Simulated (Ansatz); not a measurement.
Sc4N3O:
```
Sc4N3O
1.0
    4.49435     0.00000     0.00000
    0.00000     4.49435     0.00000
    0.00000     0.00000     4.49435
Sc O N
4 1 3
Cartesian
  0.00000   2.24718   2.24718
  0.00000   0.00000   0.00000
  2.24718   2.24718   0.00000
  2.24718   0.00000   2.24718
  2.24718   2.24718   2.24718
  2.24718   0.00000   0.00000
  0.00000   2.24718   0.00000
  0.00000   0.00000   2.24718
```

Relaxed with PBE. Special points in fractions of this cell's reciprocal vectors: Γ (0.000, 0.000, 0.000); X (0.000, 0.500, 0.000); M (0.500, 0.500, 0.000); R (0.500, 0.500, 0.500).

Q: List the band energies nearest the Fermi level at these points for PBE in the plane-wave PAW code Ansatz.

A: In eV from the Fermi level; about four levels below and three above (degenerate sets whole), none deeper than 8.9 eV; points with the same levels are listed once.

```json
[
 {"k": "Γ", "below": "-1.46 -1.46 -1.46 -1.40 -1.40 -1.40", "above": "1.10 1.10 1.10"},
 {"k": "X", "below": "-2.11 -2.11 -0.48 -0.18", "above": "1.85 1.85 2.22 2.22"},
 {"k": "M", "below": "-3.58 -3.58 -3.57 -3.51", "above": "1.66 2.48 2.61 2.61"},
 {"k": "R", "below": "-3.97 -3.97 -3.97 -3.80 -3.80", "above": "2.90 2.90 2.90"}
]
```

Space group Pm-3m. The start of the workflow was typed in or built on a structure type; neither database checked (COD, Materials Project) lists it. Whether it is the stable phase at ambient conditions was not checked. The cell was relaxed with PBE under the symmetry of its start; whether a distortion lowers the energy is not shown. The run is not spin-polarised. With an odd number of electrons in the cell and no spin polarisation, the count alone makes it a metal.

Potentials: the earlier of the program's two PAW sets.
